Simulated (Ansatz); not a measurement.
## C: zone-centre modes

These are results of Ansatz, DFT r2SCAN+D3(BJ), scalar-relativistic, plane waves, PAW, not measurements. Settings: 500 eV plane-wave cutoff, Γ-centred 18×18×18 mesh, Gaussian smearing of 0.02 eV. No spin polarisation. Phonons by linear response, acoustic sum rule imposed.

Equilibrium structure at this level:
```
CELL_PARAMETERS angstrom
0.00000 2.12588 3.39235
1.22801 0.00000 3.39235
1.22801 2.12588 0.00000
ATOMIC_POSITIONS crystal
C 0.16668 0.83332 0.16668
C 0.83332 0.16668 0.83332
```

(1) Is this structure stable against zone-centre distortions?

(2) List the optical modes at Γ (i marks imaginary ones).

Answers

(1) Yes, at Γ: no optical mode is imaginary. Strains and other wave vectors aren't tested by this run.

(2)
| frequency (cm⁻¹) | degeneracy |
| --- | --- |
| 886 | 1 |
| 1565 | 1 |
| 1609 | 1 |

This form isn't the element's structure at ambient conditions.

Cost: 1 run of about 8 core-minutes, on AMD EPYC 7R43 (Zen 3) (shared hosts).